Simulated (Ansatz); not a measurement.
Checking a converged run of B

System: B, an isolated atom in a periodic box; the cell holds 1 atom.

These are results of Ansatz, DFT, PBE, PAW (an earlier, harder data set), plane waves, scalar-relativistic, not measurements.

```yaml
crystal:
  lattice:
    - [8.982, 0.0, 0.0]
    - [0.0, 9.0818, 0.0]
    - [0.0, 0.0, 9.1816]
  atoms:
    - { symbol: B, position: [0.5, 0.5, 0.5], spin: 1.2 }
kpoints:
  mp_grid: { grid: [1, 1, 1], shift: [0, 0, 0] }
hamiltonian:
  xc: pbe
  pseudopotentials: { kind: paw }
magnetization:
  spin_polarized: true
scf:
  occupations: { method: fermi_dirac, width: 0.1 }
```

Settings in force: cutoff 710 eV, smearing width 0.1 eV; default search for lower states.

The run converged after 23 iterations in all: magnetic on main-group sites alone, site moments B1 1.00 μB, total 1.00 μB per cell.

Site moments are taken inside atomic spheres and don't add up to the total.

Has the SCF ended in the lowest solution? If not, by how much is it too high?

No. A state 1.1 meV/atom (0.001 eV per cell) lower exists in this cell: magnetic on main-group sites alone, site moments B1 1.00 μB, total 1.00 μB per cell (the moments match this run's, so the two differ in another way, such as which orbitals are filled). It was reached from: default search for lower states [B1 1.00 μB]. States within about 5 meV/atom are too close for this mesh, smearing and search to settle their order. Non-collinear arrangements of the spins weren't tried. No run without spin polarisation was made.
